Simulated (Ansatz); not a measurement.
CdHgSe₂:
```yaml
crystal:
  lattice:
    - [4.36080, 0.00000, 0.00000]
    - [0.00000, 4.36080, 0.00000]
    - [0.00000, 0.00000, 6.14060]
  atoms:
    - { symbol: Cd, position: [0.50000, 0.50000, 0.50000] }
    - { symbol: Hg, position: [0.00000, 0.00000, 0.00000] }
    - { symbol: Se, position: [0.00000, 0.50000, 0.25304] }
    - { symbol: Se, position: [0.50000, 0.00000, 0.74696] }
```

Relaxed with r²SCAN.

Problem. Map the valence electron density (e/Å³), cut off at 2 on the plane through (0.500, 0.500, 0.500) spanned by u = [1, 1, 0] and v = [1, -1, 1] in lattice vectors, from DFT-r²SCAN in the program Ansatz with PAW potentials.

Solution. x is the fraction of u, y of v (the angle between them is 90°; rows are the nearest grid lines); atoms in the plane: Cd at (0.00, 0.00), Hg at (0.00, 0.50), Se at (0.75, 0.75), Se at (0.75, 0.25).
```
y \ x   0.000  0.0968  0.194  0.258  0.355  0.452  0.548  0.645  0.742  0.806  0.903   1.00
------  -----  ------  -----  -----  -----  -----  -----  -----  -----  -----  -----  -----
1.00     2.00    2.00  0.222  0.068  0.023  0.011  0.011  0.023  0.068  0.222   2.00   2.00
0.925    2.00    1.10  0.116  0.046  0.019  0.014  0.026  0.069  0.146  0.222   1.11   2.00
0.850   0.184   0.086  0.031  0.019  0.015  0.028  0.105  0.400  0.808  0.742  0.367  0.184
0.775   0.113   0.027  0.011  0.009  0.015  0.049  0.250   1.87   2.00   2.00  0.602  0.113
0.700   0.123   0.040  0.016  0.011  0.014  0.043  0.206   1.04   2.00   2.00  0.510  0.123
0.625   0.518   0.261  0.067  0.029  0.015  0.021  0.064  0.213  0.414  0.432  0.404  0.518
0.550    2.00    2.00  0.230  0.068  0.020  0.011  0.015  0.038  0.101  0.261   2.00   2.00
0.450    2.00    2.00  0.230  0.068  0.020  0.011  0.015  0.038  0.101  0.261   2.00   2.00
0.375   0.518   0.261  0.067  0.029  0.015  0.021  0.064  0.213  0.414  0.432  0.404  0.518
0.300   0.123   0.040  0.016  0.011  0.014  0.043  0.206   1.04   2.00   2.00  0.510  0.123
0.225   0.113   0.027  0.011  0.009  0.015  0.049  0.250   1.87   2.00   2.00  0.602  0.113
0.150   0.184   0.086  0.031  0.019  0.015  0.028  0.105  0.400  0.808  0.742  0.367  0.184
0.0750   2.00    1.10  0.116  0.046  0.019  0.014  0.026  0.069  0.146  0.222   1.11   2.00
0.000    2.00    2.00  0.222  0.068  0.023  0.011  0.011  0.023  0.068  0.222   2.00   2.00
```

The density is the valence pseudo-density with augmentation charge, so density and ELF within about 1 Å of a nucleus are not all-electron values.

Space group P-4m2. The first step of the workflow began from a Materials Project structure, measured or hypothetical; the Crystallography Open Database copy checked does not list it. With Cd and Hg taken as one species the cell has the higher symmetry F-43m, so it may be an ordered model of a mixed-site phase. Its standing as an ambient phase is unchecked. Symmetry was held in the r²SCAN relaxation; its stability against distortions is not shown here. Spin–orbit coupling is left out wherever it is not named.

Potentials: the later of the program's two PAW sets.
